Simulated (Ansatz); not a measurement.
### Question
AlN in space group P6_3mc (No. 186; Pearson symbol hP12) is relaxed with plane-wave PAW r²SCAN (Ansatz code). What lattice parameters of the conventional cell result?

### Answer
a = 3.094 Å, c = 15.082 Å.

### Question
Give the free coordinates with the occupied sites.

### Answer
In one choice of origin and axes:

| atom | site | symmetry | x | y | z |
|---|---|---|---|---|---|
| Al | 2a | 3m. | 0.0000 | 0.0000 | 0.4996 |
| Al | 2b | 3m. | 0.3333 | 0.6667 | 0.3339 |
| Al | 2b | 3m. | 0.3333 | 0.6667 | 0.6667 |
| N | 2a | 3m. | 0.0000 | 0.0000 | 0.3745 |
| N | 2b | 3m. | 0.3333 | 0.6667 | 0.2080 |
| N | 2b | 3m. | 0.6667 | 0.3333 | 0.0409 |

### Question
Is it a metal or does it have a gap at this level?

### Answer
A gap of 4.44 eV, indirect.

A made-up cell: these elements were put on the sites of a structure type. Its sites differ from those of the usual phase in this space group: another stacking or structure type. The r²SCAN relaxation kept the symmetry of its start; phonons on a q-mesh show no instability.

Potentials: the later of the program's two PAW sets.
